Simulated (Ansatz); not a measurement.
# Computed properties of SmMg2

SmMg$_{2}$:
```cif
data_Mg4Sm2
_chemical_formula_sum 'Sm2 Mg4'
_space_group_name_H-M_alt 'P 1'
_space_group_IT_number 1
_cell_length_a 6.27181
_cell_length_b 6.27181
_cell_length_c 6.27181
_cell_angle_alpha 60.000
_cell_angle_beta 60.000
_cell_angle_gamma 60.000
loop_
_space_group_symop_operation_xyz
  'x, y, z'
loop_
_atom_site_label
_atom_site_type_symbol
_atom_site_fract_x
_atom_site_fract_y
_atom_site_fract_z
_atom_site_occupancy
Sm1 Sm 0.50000 0.50000 0.50000 1
Sm2 Sm 0.75000 0.75000 0.75000 1
Mg1 Mg 0.12500 0.12500 0.12500 1
Mg2 Mg 0.62500 0.12500 0.12500 1
Mg3 Mg 0.12500 0.12500 0.62500 1
Mg4 Mg 0.12500 0.62500 0.12500 1
```
The run is spin-polarised; directions of the spins, atom by atom: ↑ ↑ 0 0 0 0.

Space group Fd-3m (No. 227), cubic Laves (MgCu2 type); conventional cell a = b = c = 8.870 Å, α = β = γ = 90.00°.

Method: r²SCAN (plane waves, PAW; program Ansatz). The cell and atoms are relaxed at this level. Other levels are named where they apply.

Cell and energy:

```yaml
volume_per_atom: 29.07 Å³
density: 3.79 g/cm³
```

Electronic structure:

```yaml
electronic_character: metallic (no gap)
Density of states at the Fermi level: 0.95 states/eV per atom (mean over ±0.08 eV)
```

Magnetism:

```yaml
magnetic_order: ferromagnetic
net_moment: 2.14 μB per atom
```

The workflow started from an entry of the Crystallography Open Database (COD). Its standing as an ambient phase is unchecked. The cell was relaxed with r²SCAN under the symmetry of its start; its stability against distortions is not shown here. The final state is ferromagnetic, the only order run, not a proven ground state. Caveat: open 4f shells can settle in a state that is not the lowest. Other orbital occupations within this spin state were not tried. No Hubbard U is applied. Spin–orbit coupling is left out wherever it is not named.

Potentials: the later of the program's two PAW sets.
